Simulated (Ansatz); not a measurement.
YGe2:
```
YGe2
1.0
   -1.98471     1.98471     8.24090
    1.98471    -1.98471     8.24090
    1.98471     1.98471    -8.24090
Y Ge
2 4
Cartesian
  0.00000   0.00000   8.24090
  1.98471   0.00000   4.12045
  0.00000   1.98471   5.41186
  0.00000   0.00000   1.29141
  0.00000   0.00000  15.19040
  0.00000   1.98471   2.82904
```

Relaxed with r²SCAN. Special points in fractions of this cell's reciprocal vectors: Γ (0.000, 0.000, 0.000); X (0.000, 0.000, 0.500); P (0.250, 0.250, 0.250); N (0.000, 0.500, 0.000); M (0.500, 0.500, -0.500); S (0.265, 0.735, -0.265); S0 (-0.265, 0.265, 0.265); R (-0.029, 0.029, 0.500); G (0.500, 0.500, -0.029).

List the band energies nearest the Fermi level at these points for the program Ansatz at the r²SCAN level (PAW).

In eV from the Fermi level; about four levels below and three above (degenerate sets whole), none deeper than 8.9 eV; points with the same levels are listed once.

```tsv
k	below	above
Γ	-1.64 -1.64 -0.74 -0.46	0.60 1.84 1.84
X	-2.83 -2.83 -0.97 -0.97	2.09 2.09 2.75 2.75
P	-2.80 -2.80 -0.99 -0.99	2.40 2.40 2.42 2.42
N	-2.80 -2.10 -1.97 -1.28	0.31 0.70 0.90
M	-1.64 -1.64 -1.12 -1.12	0.56 0.56 1.64 1.64
S	-2.80 -1.21 -0.61 -0.13	0.09 0.88 2.08
R	-2.76 -2.76 -0.96 -0.96	2.09 2.09 2.75 2.75
```

Space group I4_1/amd. The workflow started from a Materials Project entry (that database holds measured and hypothetical structures alike); the Crystallography Open Database copy checked does not list it. Its standing as an ambient phase is unchecked. Symmetry was held in the r²SCAN relaxation; its stability against distortions is not shown here. The run is not spin-polarised. Scalar-relativistic: spin–orbit coupling is off unless named, which matters more the heavier the elements.

Potentials: the later of the program's two PAW sets.
